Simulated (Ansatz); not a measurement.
A relaxed cell of W3N4 is given with its symmetry left out. The cell was found from a structure generator's guess, not taken from experiment.

Theory: DFT PBE, scalar-relativistic, plane waves, PAW (Ansatz). Cutoff 420 eV, Γ-centred mesh, Gaussian smearing, no spin polarisation.

```xyz
7
Lattice="4.5318 0.0000 0.0000 0.0000 4.5318 0.0000 0.0000 0.0000 4.5318" Properties=species:S:1:pos:R:3 pbc="T T T"
W     0.0000    0.0000    2.2659
W     0.0000    2.2659    0.0000
W     2.2659    0.0000    0.0000
N     1.1467    1.1467    1.1467
N     1.1467    3.3850    3.3850
N     3.3850    1.1467    3.3850
N     3.3850    3.3850    1.1467
```

Energies over the elements count from the elements' standard structures at the same level (N₂ as a molecule), with no fitted energy shifts.

Q: Find its symmetry and describe it.

A: P-43m (No. 215). Conventional cell: a = 4.532 Å. W is surrounded by 4 N at 1.97 Å; N has 3 W at 1.97 Å.

Q: What is its formation energy per atom?

A: +0.08 eV/atom. It can't be a ground state, since the elements alone are lower.

Q: Is it a metal?

A: Yes, bands cross the Fermi level on the 8×8×8 mesh.

Q: From what recipe could a structure generator have reached it?

A: One such recipe: ordered vacancies on the cation sites of zinc blende (P-43m, No. 215). Other recipes can lead to the same cell.

The last run used an 8×8×8 mesh for its 7-atom cell and Gaussian smearing of 0.10 eV. These runs have no spin–orbit coupling, which can matter for W. A structure relaxed within its symmetry needn't be a true minimum.
